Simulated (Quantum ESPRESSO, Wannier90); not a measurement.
# Tight-binding from DFT: HfBe$_{5}$ (P6/mmm)

Materials Project entry mp-2025; symmetrised, unrelaxed at this level. Not found in the COD (Crystallography Open Database) copy used; not checked further. Method: PBEsol plane waves in Quantum ESPRESSO 7.5 (PseudoDojo norm-conserving files, 71 Ry, no spin polarisation, no spin-orbit coupling), Bloch states on a 4×4×6 mesh through Γ, Wannier90 4.0.1. Density: 12×12×12 mesh, cold smearing 0.01 Ry. Spin-orbit coupling is left out although heavy elements are present.

On the energy scale of pw.x, whose zero is arbitrary, the Fermi level lies at 10.25 eV.

Input w.win:

```
num_bands = 3
num_wann = 3
exclude_bands = 1-2,6-53
num_iter = 1000
conv_tol = 1.0e-6
conv_window = 4
write_hr = true
write_u_matrices = true
auto_projections = true
begin unit_cell_cart
ang
    4.5193999091    0.0000000000    0.0000000000
   -2.2596999546    3.9139151312    0.0000000000
    0.0000000000    0.0000000000    3.4396900000
end unit_cell_cart
begin atoms_frac
Hf   0.0000000000  0.0000000000  0.0000000000
Be   0.3333333333 -0.3333333333  0.0000000000
Be  -0.3333333333  0.3333333333  0.0000000000
Be   0.5000000000  0.0000000000  0.5000000000
Be   0.5000000000  0.5000000000  0.5000000000
Be   0.0000000000  0.5000000000  0.5000000000
end atoms_frac
mp_grid = 4 4 6
begin kpoints
0.0000000000 0.0000000000 0.0000000000
0.0000000000 0.0000000000 0.1666666667
0.0000000000 0.0000000000 0.3333333333
... (93 more lines: the 4x4x6 mesh through Gamma)
end kpoints
```

Input of pw2wannier90.x that gives the overlap and projection files (equivalent; here they were cut from one run over all bands):

```
&inputpp
  outdir = './out'
  prefix = 'pwscf'
  seedname = 'w'
  write_amn = .true.
  write_mmn = .true.
  scdm_proj = .true.
  scdm_entanglement = 'isolated'
/
```

Output w.wout (banner and timings cut):

```
                                    ------
                                    SYSTEM
                                    ------

                              Lattice Vectors (Ang)
                    a_1     4.519400   0.000000   0.000000
                    a_2    -2.259700   3.913915   0.000000
                    a_3     0.000000   0.000000   3.439690

                   Unit Cell Volume:      60.84312  (Ang^3)

                        Reciprocal-Space Vectors (Ang^-1)
                    b_1     1.390270   0.802673  -0.000000
                    b_2     0.000000   1.605345   0.000000
                    b_3     0.000000  -0.000000   1.826672

 *----------------------------------------------------------------------------*
 |   Site       Fractional Coordinate          Cartesian Coordinate (Ang)     |
 +----------------------------------------------------------------------------+
 | hf   1   0.00000   0.00000   0.00000   |    0.00000   0.00000   0.00000    |
 | be   1   0.33333  -0.33333   0.00000   |    2.25970  -1.30464   0.00000    |
 | be   2  -0.33333   0.33333   0.00000   |   -2.25970   1.30464   0.00000    |
 | be   3   0.50000   0.00000   0.50000   |    2.25970   0.00000   1.71985    |
 | be   4   0.50000   0.50000   0.50000   |    1.12985   1.95696   1.71985    |
 | be   5   0.00000   0.50000   0.50000   |   -1.12985   1.95696   1.71985    |
 *----------------------------------------------------------------------------*
                                ------------
                                K-POINT GRID
                                ------------

             Grid size =  4 x  4 x  6      Total points =   96

 *---------------------------------- MAIN ------------------------------------*
 |  Number of Wannier Functions               :                 3             |
 |  Number of Objective Wannier Functions     :                 3             |
 |  Number of input Bloch states              :                 3             |
 |  Output verbosity (1=low, 5=high)          :                 1             |
 |  Timing Level (1=low, 5=high)              :                 1             |
 |  Optimisation (0=memory, 3=speed)          :                 3             |
 |  Length Unit                               :               Ang             |
 |  Post-processing setup (write *.nnkp)      :                 F             |
 |  Using Gamma-only branch of algorithms     :                 F             |
 *----------------------------------------------------------------------------*
 *------------------------------- WANNIERISE ---------------------------------*
 |  Total number of iterations                :              1000             |
 |  Number of CG steps before reset           :                 5             |
 |  Trial step length for line search         :             2.000             |
 |  Convergence tolerence                     :         0.100E-05             |
 |  Convergence window                        :                 4             |
 |  Iterations between writing output         :                 1             |
 |  Iterations between backing up to disk     :               100             |
 |  Write r^2_nm to file                      :                 F             |
 |  Write xyz WF centres to file              :                 F             |
 |  Write on-site energies <0n|H|0n> to file  :                 F             |
 |  Use guiding centre to control phases      :                 F             |
 |  Use phases for initial projections        :                 F             |
 *----------------------------------------------------------------------------*
 *-------------------------------- PLOTTING ----------------------------------*
 |  Plotting Hamiltonian in WF basis          :                 T             |
 *----------------------------------------------------------------------------*

 *---------------------------------- K-MESH ----------------------------------*
 +----------------------------------------------------------------------------+
 |                    Distance to Nearest-Neighbour Shells                    |
 |                    ------------------------------------                    |
 |          Shell             Distance (Ang^-1)          Multiplicity         |
 |          -----             -----------------          ------------         |
 |             1                   0.304445                      2            |
 |             2                   0.401336                      6            |
 |             3                   0.503744                     12            |
 |             4                   0.608891                      2            |
 |             5                   0.695135                      6            |
 |             6                   0.729259                     12            |
 |             7                   0.758880                     12            |
 |             8                   0.802673                      6            |
       ... (lines left out)
 +----------------------------------------------------------------------------+
 | The b-vectors are chosen automatically                                     |
 | The following shells are used:                       1,  2                 |
 +----------------------------------------------------------------------------+
 |                        Shell   # Nearest-Neighbours                        |
 |                        -----   --------------------                        |
 |                          1               2                                 |
 |                          2               6                                 |
 +----------------------------------------------------------------------------+
 | Completeness relation is fully satisfied [Eq. (B1), PRB 56, 12847 (1997)]  |
 +----------------------------------------------------------------------------+
 |                  b_k Vectors (Ang^-1) and Weights (Ang^2)                  |
 |                  ----------------------------------------                  |
 |            No.         b_k(x)      b_k(y)      b_k(z)        w_b           |
 |            ---        --------------------------------     --------        |
 |             1         0.000000    0.000000    0.304445     5.394502        |
 |             2         0.000000    0.000000   -0.304445     5.394502        |
 |             3         0.000000    0.401336    0.000000     2.069483        |
 |             4         0.347567    0.200668    0.000000     2.069483        |
 |             5         0.000000   -0.401336    0.000000     2.069483        |
 |             6         0.347567   -0.200668    0.000000     2.069483        |
 |             7        -0.347567   -0.200668    0.000000     2.069483        |
 |             8        -0.347567    0.200668    0.000000     2.069483        |
 +----------------------------------------------------------------------------+
 |                           b_k Directions (Ang^-1)                          |
 |                           -----------------------                          |
 |            No.           x           y           z                         |
 |            ---        --------------------------------                     |
 |             1         0.000000    0.000000    0.304445                     |
 |             2         0.000000    0.401336    0.000000                     |
 |             3         0.347567    0.200668    0.000000                     |
 |             4         0.347567   -0.200668    0.000000                     |
 +----------------------------------------------------------------------------+

 Starting a new Wannier90 calculation ...

 Reading overlaps from w.mmn

 Reading projections from w.amn

 *------------------------------- WANNIERISE ---------------------------------*
 +--------------------------------------------------------------------+<-- CONV
 | Iter  Delta Spread     RMS Gradient      Spread (Ang^2)            |<-- CONV
 +--------------------------------------------------------------------+<-- CONV

 ------------------------------------------------------------------------------
 Initial State
  WF centre and spread    1  (  1.129850, -1.956958, -1.719845 )     0.08968852
  WF centre and spread    2  ( -2.259700,  0.000000, -1.719845 )     0.08968852
  WF centre and spread    3  ( -1.129850, -1.956958, -1.719845 )     0.08968853
  Sum of centres and spreads ( -2.259700, -3.913915, -5.159535 )     0.26906557

      0     0.269E+00     0.0000000000        0.2690655641  <-- CONV
        O_D=      0.0000000 O_OD=      0.0000009 O_TOT=      0.2690656 <-- SPRD
 ------------------------------------------------------------------------------
      1    -0.872E-07     0.0004161612        0.2690654769  <-- CONV
        O_D=      0.0000000 O_OD=      0.0000008 O_TOT=      0.2690655 <-- SPRD
      2    -0.168E-07     0.0001681120        0.2690654601  <-- CONV
        O_D=      0.0000000 O_OD=      0.0000008 O_TOT=      0.2690655 <-- SPRD
      3    -0.337E-08     0.0000722976        0.2690654567  <-- CONV
        O_D=      0.0000000 O_OD=      0.0000008 O_TOT=      0.2690655 <-- SPRD
      4    -0.166E-08     0.0000420011        0.2690654551  <-- CONV
        O_D=      0.0000000 O_OD=      0.0000008 O_TOT=      0.2690655 <-- SPRD
             <<<     Delta < 1.000E-06  over  4 iterations     >>>
             <<< Wannierisation convergence criteria satisfied >>>
 Final State
  WF centre and spread    1  (  1.129850, -1.956958, -1.719845 )     0.08968849
  WF centre and spread    2  ( -2.259700,  0.000000, -1.719845 )     0.08968849
  WF centre and spread    3  ( -1.129850, -1.956958, -1.719845 )     0.08968849
  Sum of centres and spreads ( -2.259700, -3.913915, -5.159535 )     0.26906546

         Spreads (Ang^2)       Omega I      =     0.269064678
        ================       Omega D      =     0.000000000
                               Omega OD     =     0.000000777
    Final Spread (Ang^2)       Omega Total  =     0.269065455
```
